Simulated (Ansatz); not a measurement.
Theory: DFT PBE, scalar-relativistic, plane waves, PAW (Ansatz 0.2.0). All cells share a 420 eV cutoff and Γ-centred k meshes spaced at most about 0.3 Å⁻¹ (about 0.25 or finer for metals, 2π included). No spin polarisation in the final relaxations.

Temperature and zero-point effects are left out.

Two forms of Tl2F were relaxed alike.

1.

```xyz
3
Lattice="5.2173 0.0000 0.0000 -2.6086 4.5183 0.0000 0.0000 0.0000 3.4673" Properties=species:S:1:pos:R:3 pbc="T T T"
Tl    0.0000    3.0122    1.7337
Tl    2.6086    1.5061    1.7337
F     0.0000    0.0000    1.7337
```

2.

```xyz
6
Lattice="5.9077 0.0000 0.0000 0.0000 5.9077 0.0000 0.0000 0.0000 5.9077" Properties=species:S:1:pos:R:3 pbc="T T T"
Tl    4.4308    4.4308    4.4308
Tl    1.4769    1.4769    4.4308
Tl    1.4769    4.4308    1.4769
Tl    4.4308    1.4769    1.4769
F     0.0000    0.0000    0.0000
F     2.9538    2.9538    2.9538
```

Problem. Which form is favoured at zero pressure, and by what margin per atom?

Solution. Cell 2 is lower, by 143 meV/atom. Cell 1 has space group P6/mmm (No. 191), 27.2 Å³/atom and no gap on its mesh; cell 2 has the cuprite type, space group Pn-3m (No. 224), 34.4 Å³/atom and no gap. Counting F atoms around Tl (those within 1.25 times the shortest such distance or 1.15 times the sum of covalent radii, 1.27 where that leaves under three; the shortest distance is added where it exceeds 1.18 times the sum of covalent radii), cell 1 has Tl 3 from 3.0 Å and cell 2 has Tl 2 from 2.6 Å. The lower one is the more open, so pressure narrows the difference. Both come from invented guesses. A third cell relaxed alike, in P4/mmm, lies 98 meV/atom below the lower of the two.

Spin–orbit coupling, which can matter for Tl, is left out. In P6/mmm an odd number of electrons in the primitive cell allows no gap without spin; a larger cell or a magnetic state could open one. Cells relaxed within their symmetry can be saddle points.
